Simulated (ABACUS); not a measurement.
A self-consistent single point of Ta₂O₅ (P2/m, 7 atoms in the cell; from Materials Project mp-1238961, changed as shown).

```yaml
crystal:
  lattice:
    - [3.84141, 0.00000, 0.00000]
    - [0.00000, 3.82409, 0.00000]
    - [-1.81894, 0.00000, 6.52896]
  atoms:
    - { symbol: Ta, position: [0.64953, 0.00000, 0.79131] }
    - { symbol: Ta, position: [0.35047, 0.00000, 0.20869] }
    - { symbol: O, position: [0.66212, 0.50000, 0.79833] }
    - { symbol: O, position: [0.33788, 0.50000, 0.20167] }
    - { symbol: O, position: [0.18976, 0.00000, 0.87062] }
    - { symbol: O, position: [0.81024, 0.00000, 0.12938] }
    - { symbol: O, position: [0.50000, 0.00000, 0.50000] }
```

Computed with PBEsol, PseudoDojo 0.4 standard norm-conserving PBEsol (tails mended) pseudopotentials (plane waves; ABACUS).

ABACUS settings:

| key | value |
|---|---|
| KPT | Gamma 4 4 2 0 0 0 |
| basis_type | pw |
| dft_functional | PBESOL |
| ecutwfc | 84 Ry |
| smearing_method | fd |
| smearing_sigma | 0.000734986 Ry |
| potentials | PseudoDojo 0.4 standard norm-conserving PBEsol (tails mended) |
| symmetry | 1 |
| ks_solver | dav_subspace |
| scf_nmax | 100 |
| scf_thr | 1.0e-09 Ry |
| mixing_type | broyden |
| mixing_beta | 0.4 |

Results:

| Quantity | Result |
|---|---|
| Number of valence electrons | 56 |
| Number of bands | 38 |
| Number of k-points after the program's reduction | 18 |
| Number of plane waves (most at a k-point) | 8433 |
| Number of SCF iterations | 12 |
| FFT grid | 45 × 45 × 75 |
| Free energy E − TS | -5794.0136 eV |
| Top of the valence band (on the code's own zero) | 7.02 eV |
| Gap on the k-point mesh | 2.22 eV |
| Pressure | 0.09 GPa |
| Largest force (vector length) | 0.099 eV/Å |

Forces (eV/Å):
```
atom      Fx     Fy      Fz
----  ------  -----  ------
Ta1   -0.098  0.000  -0.011
Ta2    0.098  0.000   0.011
O3     0.050  0.000   0.073
O4    -0.050  0.000  -0.073
O5     0.003  0.000  -0.006
O6    -0.003  0.000   0.006
O7     0.000  0.000   0.000
```

Stress (GPa, positive for compression):
```
-2.05   0.00  -0.07
 0.00   4.74   0.00
-0.07   0.00  -2.43
```

Gaps are taken between levels on the mesh.

For comparison: a first run was changed to give this one (lattice vector b scaled by 0.99), and from it to this one the free energy hardly moves (within 1 meV/atom), the pressure goes from -2.68 to 0.09 GPa, the largest force goes from 0.067 to 0.099 eV/Å and the gap on the mesh goes from 2.176 to 2.224 eV.

Spin-orbit coupling is left out, which matters for bands and gaps with elements this heavy. The structure comes from a collection of computed structures, made at another level of theory; the collection holds predicted forms beside known ones.

Cost on one core: very roughly 80 core-seconds.

“Tails mended”: in these copies of the files the far tail of each local potential was reset to the Coulomb form.
